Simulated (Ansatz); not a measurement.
**4 guesses for GeSb₂Te₄ and where they end**

Computed with DFT PBE, scalar-relativistic, plane waves, PAW (Ansatz 0.2.0). Settings: cutoff 420 eV, Γ-centred meshes spaced at most about 0.3 Å⁻¹, and about 0.25 Å⁻¹ or finer for metals (2π included), Gaussian smearing. No spin polarisation in the final relaxations.

Each guess was relaxed in cell and atoms at zero pressure, within the symmetry of its start. Temperature and zero-point effects are left out. Coordination counts all near atoms (for each partner element, those within 1.25 times its shortest distance or 1.15 times the sum of covalent radii, where it is the nearest in units of that sum or under 1.3; a plus sign parts groups by distance over the sum of covalent radii; the shortest distance is added where it exceeds 1.18 times the sum of covalent radii; a slash parts the counts of unlike sites).

| guess | made from | start group | V start (Å³/atom) | end group | V end (Å³/atom) | coordination at the end | gap on mesh (eV) | E over the lowest end (meV/atom) |
| --- | --- | --- | --- | --- | --- | --- | --- | --- |
| 1 | a Materials Project cell | I-4m2 | 32.4 | I-4m2 | 32.4 | Ge 6, Sb 6, Te 4/5 | 0 | 0 |
| 2 | a Materials Project cell | R-3m | 30.5 | R-3m | 30.5 | Ge 6, Sb 6, Te 6/6+3 | 0 | 14 |
| 3 | random cell | P6mm | 36.3 | P6mm | 34.5 | Ge 6+6 from 3.3 Å, Sb 5, Te 5/8 | 0 | 271 |
| 4 | random cell | F-43m | 37.4 | ? | ? | ? | ? | ? |

Guess 4 as it starts:

```
Ge Sb Te
1.0
     0.00000    5.07883    5.07883
     5.07883    0.00000    5.07883
     5.07883    5.07883    0.00000
Ge Sb Te
1 2 4
Direct
  0.25000 0.25000 0.25000
  0.50000 0.50000 0.50000
  0.00000 0.00000 0.00000
  0.36909 0.36909 0.36909
  0.36909 0.36909 0.89272
  0.36909 0.89272 0.36909
  0.89272 0.36909 0.36909
```

Q: Fill in the missing row: what does this guess relax into, and where does it rank?

A: It ends in space group F-43m (No. 216), with a = 12.604 Å, 71.5 Å³/atom and no gap. It lies 0.94 eV/atom over the lowest end, above guess 3 and so the highest of the set. Counting all near atoms, this end has Ge 4, Sb 4/12 from 5.2 Å, Te 2 and the lowest (guess 1) has Ge 6, Sb 6, Te 4/5.

```
CELL_PARAMETERS angstrom
0.00000 6.30189 6.30189
6.30189 0.00000 6.30189
6.30189 6.30189 0.00000
ATOMIC_POSITIONS crystal
Ge 0.25000 0.25000 0.25000
Sb 0.50000 0.50000 0.50000
Sb 0.00000 0.00000 0.00000
Te 0.88770 0.37077 0.37077
Te 0.37077 0.88770 0.37077
Te 0.37077 0.37077 0.88770
Te 0.37077 0.37077 0.37077
```

Energies over the elements count from the elements' standard structures at the same level, with no fitted energy shifts.

Q: Is the lowest end bound against the elements?

A: Too close to call: its formation energy is −0.01 eV/atom. The formation energy is too near zero to say whether this cell lies below the elements.

The k mesh leaves some 4 meV/atom of noise in the energy of each metallic cell. These runs have no spin–orbit coupling, which can matter for Sb and Te. The zero gap of I-4m2 may come from the functional, which often closes small gaps, or the cell may be a true semimetal. A magnetic state wasn't ruled out in cells without spin, among them F-43m. The reference form of Te is held partly by dispersion forces, which this level lacks. Cells relaxed within their symmetry can be saddle points. Some candidate types were left out of the draw beforehand, so a known form may be missing.
